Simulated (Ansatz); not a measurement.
Space group Pm-3n (No. 223). a = 5.259 Å, b = 5.259 Å, c = 5.259 Å, α = 90.00°, β = 90.00°, γ = 90.00°
```tsv
atom	site	symmetry	x	y	z
Nb	6c	-4m.2	0.2500	0.0000	0.5000
Sn	2a	m-3.	0.0000	0.0000	0.0000
```

Equation of state of this Nb₃Sn structure (not necessarily the ground state), with shape and atoms relaxed at each volume where symmetry leaves them free. It has no gap at any of these volumes. These are results of DFT PBEsol, scalar-relativistic, plane waves, PAW in Ansatz 0.2.0, not measurements.

Cutoff 420 eV; k points 8×8×8 on the computed 8-atom cell (Γ-centred); Gaussian smearing, width 0.10 eV; no spin polarisation.

```
V (Å³/atom) E − E(largest V) (meV/atom) P (GPa)
     17.086                         7.19    12.40
     17.631                       -23.21     5.72
     18.177                       -32.61     0.00
     18.722                       -24.01    -4.89
     19.267                         0.00    -9.08
```

Task: Fit a third-order Birch–Murnaghan equation to E(V).

Result: V0 = 18.17 Å³/atom, B0 = 176 GPa, B0' = 4.2.

Cost: 5 runs of about 2.6 core-minutes in all, on Intel Xeon Platinum 8259CL (Skylake/Cascade Lake) (shared hosts).